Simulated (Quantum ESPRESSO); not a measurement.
Band energies of NaCl at -1.5 % isotropic strain

```
CELL_PARAMETERS angstrom
      0.00000     2.75975     2.75975
      2.75975     0.00000     2.75975
      2.75975     2.75975     0.00000
ATOMIC_POSITIONS crystal
  Na 0.00000 0.00000 0.00000
  Cl 0.50000 0.50000 0.50000
```

norm-conserving PBEsol (Quantum ESPRESSO, 88 Ry, no spin-orbit coupling); path ΓXWKΓLUWLK,UX; energies in eV from the valence-band maximum.

```csv
k (1/Å),point,band 4,band 5,band 6,band 7,band 8,band 9,band 10,band 11
0.00,Γ,-20.59,-12.80,0.00,0.00,0.00,5.18,10.96,10.96
0.34,,-20.60,-12.69,-0.60,-0.16,-0.16,6.15,9.85,11.54
0.80,,-20.60,-12.42,-1.65,-0.55,-0.55,7.79,8.20,10.73
1.14,X,-20.61,-12.33,-1.88,-0.68,-0.68,7.59,7.80,11.59
1.25,,-20.61,-12.33,-1.86,-0.71,-0.69,7.68,7.89,11.49
1.71,W,-20.61,-12.31,-1.35,-1.35,-0.86,8.97,9.66,9.66
2.11,K,-20.60,-12.32,-1.60,-1.27,-0.56,8.18,9.07,10.67
2.51,,-20.60,-12.41,-1.64,-0.91,-0.31,8.32,9.63,10.08
2.92,,-20.60,-12.65,-0.86,-0.24,-0.08,6.42,9.91,11.29
3.32,Γ,-20.59,-12.80,0.00,0.00,0.00,5.18,10.96,10.96
3.71,,-20.60,-12.66,-0.91,-0.11,-0.11,6.32,10.06,11.32
4.01,,-20.60,-12.47,-1.81,-0.25,-0.25,7.10,10.32,11.10
4.30,L,-20.60,-12.38,-2.17,-0.31,-0.31,7.17,10.91,10.91
4.40,,-20.60,-12.38,-2.15,-0.35,-0.32,7.25,10.76,10.97
4.80,,-20.60,-12.33,-1.73,-1.11,-0.48,8.34,9.53,10.29
5.00,U,-20.60,-12.32,-1.60,-1.27,-0.56,8.18,9.07,10.67
5.20,,-20.61,-12.31,-1.54,-1.26,-0.71,8.57,9.14,10.35
5.40,W,-20.61,-12.31,-1.35,-1.35,-0.86,8.97,9.66,9.66
5.60,,-20.60,-12.32,-1.56,-1.22,-0.69,9.14,9.16,9.86
5.91,,-20.60,-12.36,-2.00,-0.67,-0.40,7.86,10.02,10.62
6.21,L,-20.60,-12.38,-2.17,-0.31,-0.31,7.17,10.91,10.91
6.29,,-20.60,-12.38,-2.16,-0.34,-0.31,7.23,10.79,10.96
6.64,,-20.60,-12.34,-1.82,-0.98,-0.45,8.26,9.65,10.34
6.90,K,-20.60,-12.32,-1.60,-1.27,-0.56,8.18,9.07,10.67
6.90,U,-20.60,-12.32,-1.60,-1.27,-0.56,8.18,9.07,10.67
7.31,X,-20.61,-12.33,-1.88,-0.68,-0.68,7.59,7.80,11.59
```

The PBEsol gap is direct, 5.18 eV at Γ.

Geometry strained from the cell relaxed with PBEsol, atoms relaxed again.
